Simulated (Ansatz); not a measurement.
WS₂ (2H-MoS2 type, space group P6_3/mmc)

```
WS2
1.0
    3.15408     0.00000     0.00000
   -1.57704     2.73152     0.00000
    0.00000     0.00000    12.13731
W S
2 4
Direct
  0.33333   0.66667   0.25000
  0.66667   0.33333   0.75000
  0.33333   0.66667   0.62026
  0.66667   0.33333   0.12026
  0.66667   0.33333   0.37974
  0.33333   0.66667   0.87974
```

Two coordinates are scanned: the volume, and the ratio of the stretch along z (the conventional c axis) to the stretch across it. Atoms keep their fractional coordinates.

Method: PBE-D3(BJ) (plane waves to 420 eV, PAW, scalar-relativistic; Ansatz, a program for electronic structure). k mesh 12×12×3 (Γ-centred), Fermi-Dirac smearing 0.05 eV. Stress and pressure are positive under compression. As the atoms are clamped, bonds stretch with the cell, which overstates energies and stresses. Spin-orbit coupling is left out, though W is heavy. WS2 is run without spin polarisation. WS2 was relaxed with its symmetry unable to fall.

At one point of the scan the stress tensor (GPa) is:

```
   -8.9      0.0      0.0
    0.0     -8.9      0.0
    0.0      0.0     -4.8
```

Problem. Which point is it?
A. V/V₀ = 1.053, (c/a)/(c/a)₀ = 0.987
B. V/V₀ = 1.080, (c/a)/(c/a)₀ = 0.973
C. V/V₀ = 1.053, (c/a)/(c/a)₀ = 0.973
D. V/V₀ = 1.027, (c/a)/(c/a)₀ = 0.987

Solution. C, V/V₀ = 1.053, (c/a)/(c/a)₀ = 0.973

(Under strain, the slope of the energy per volume gives the stress and its curvature an elastic modulus.)
